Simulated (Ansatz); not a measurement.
Relaxed Rh (fcc, Cu type):

```xyz
4
Lattice="3.8000 0.0000 0.0000 0.0000 3.8000 0.0000 0.0000 0.0000 3.8000" Properties=species:S:1:pos:R:3 pbc="T T T"
Rh     0.0000     0.0000     0.0000
Rh     1.9000     1.9000     0.0000
Rh     1.9000     0.0000     1.9000
Rh     0.0000     1.9000     1.9000
```

In this cell atom 1 (Rh, nearest neighbour Rh at 2.687 Å; its periodic images, 3.8 Å or more away, move with it) is moved by s along Cartesian [110], unit vector (0.707, 0.707, 0.000); all other atoms and the cell stay fixed.

These are r2SCAN (plane waves to 500 eV, PAW, scalar-relativistic; Ansatz, an electronic-structure program) values and carry that method's errors. k mesh 10×10×10 (Γ-centred), Fermi-Dirac smearing 0.05 eV. E stands for the smeared free energy. With partly filled bands, energies and forces of such displacements shift with the k mesh and the smearing. Rh is run without spin polarisation. Rh was relaxed with its symmetry unable to fall. The zero of ΔE is the undisplaced structure. The last digit holds for this mesh only.

```csv
s (Å),ΔE (meV/cell)
-0.540,2112.8
-0.432,1248.4
-0.324,659.7
-0.216,279.8
-0.108,68.2
0.000,0.0
0.108,68.2
0.216,279.8
0.324,659.7
0.432,1248.4
0.540,2112.8
```

**Question.** What force constant k = d²E/ds² at s = 0 does the table give?

**Answer.** 12 eV/Å². It is the second difference of the nearest points, corrected with the next pair.

**Question.** With k = 11.59 eV/Å² from the forces, is the well harmonic out to s = 0.540 Å?

**Answer.** ½ks² = 1690 meV/cell against the computed 2113 meV/cell, so the well is stiffer than harmonic there.

(For displaced atoms, the force is minus the slope of the energy, and its curvature is a force constant, which sets phonon frequencies.)
